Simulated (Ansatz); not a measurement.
# Does relaxation matter for the field gradients of As2O3 with Be replacing As?

Start: a cell of As2O3 (space group Fd-3m) built from a structure deposited in the COD, with all atoms left at the host's positions.

Space group R3m:H (No. 160); a = 7.8301, c = 19.1797 Å, γ = 120.00°.

```
site  Wyckoff  site symmetry       x       y       z
  Be       3a             3m  0.0000  0.0000  0.6028
 As2       9b             .m  0.2741  0.1371  0.2843
 As3       9b             .m  0.1371  0.8629  0.4657
 As6       3a             3m  0.0000  0.0000  0.1472
  O9       9b             .m  0.7699  0.8849  0.3075
 O10       9b             .m  0.1151  0.2301  0.5575
 O11       9b             .m  0.2301  0.1151  0.1925
 O12       9b             .m  0.8849  0.7699  0.4425
```

One atom of each set is listed; the run and its k-mesh use a cell of 20 atoms with edges of 7.83, 7.83, 7.83 Å.

Method: Kohn–Sham DFT in Ansatz, PBE, plane waves and PAW, scalar-relativistic, 420 eV cutoff, Γ-centred 3×3×3 k-points, Fermi–Dirac smearing 0.01 eV, cell charge -1.

The largest force at the start is 6.6 eV/Å. Relaxing the ions at fixed cell moves them by 0.594 Å at most (atom 1, Be) and 0.144 Å rms.

```
site  moved (Å)                          first shell before                           first shell after  V_zz before (10²¹ V/m²)  η before
  Be      0.594                               3 O at 1.79 Å                               3 O at 1.56 Å                     0.68      0.00
 As2      0.045                               3 O at 1.79 Å                          3 O at 1.81–1.83 Å                    -27.9      0.01
 As3      0.087                               3 O at 1.79 Å                          3 O at 1.77–1.85 Å                    -28.8      0.10
 As6      0.007                               3 O at 1.79 Å                               3 O at 1.82 Å                    -28.2      0.00
  O9      0.065                  2 As at 1.79 Å, angle 129°                  2 As at 1.81 Å, angle 127°                    11.93      0.74
 O10      0.052  1 Be at 1.79 Å, 1 As at 1.79 Å, angle 129°  1 Be at 1.56 Å, 1 As at 1.77 Å, angle 110°                    13.68      0.27
 O11      0.040                  2 As at 1.79 Å, angle 129°             2 As at 1.82–1.83 Å, angle 127°                    12.35      0.69
 O12      0.053                  2 As at 1.79 Å, angle 129°                  2 As at 1.85 Å, angle 125°                    11.79      0.58
```

Problem. How do the gradients change?

Solution. 

| site | V_zz after | η after | change of V_zz |
| --- | --- | --- | --- |
| Be | 1.42 | 0.00 | +0.74 |
| As2 | -26.4 | 0.04 | +1.43 |
| As3 | -28.7 | 0.18 | +0.06 |
| As6 | -26.3 | 0.00 | +1.85 |
| O9 | 12.28 | 0.81 | +0.35 |
| O10 | 10.97 | 0.56 | -2.71 |
| O11 | 11.89 | 0.82 | -0.46 |
| O12 | 11.34 | 0.84 | -0.45 |

The largest change of V_zz is on O10, from 13.68 to 10.97. In per cent, |V_zz| changes by +107 on Be, -7 to 0 on As, -20 to +3 on O (all sites that start above 0.5). Where |V_zz| stays above 0.1, η moves most on O10, from 0.27 to 0.56.

The defect repeats with the cell of 20 atoms, so it feels its images: sites between two images don't show the values beside a lone defect, and zeros or small values of η there can come from the images' arrangement. As and O carry a gradient in the pure host already, so the values there aren't the defect's effect alone. A uniform background compensates the cell's charge.
Before: The neighbours have not yet relaxed around the defect (largest force 6.6 eV/Å), so the values at and beside it are those of a strained start, not of the defect in a real crystal.
After: The relaxation keeps the site symmetry 3m of the start, so the impurity can move only along its axis; a start off the site could end lower.
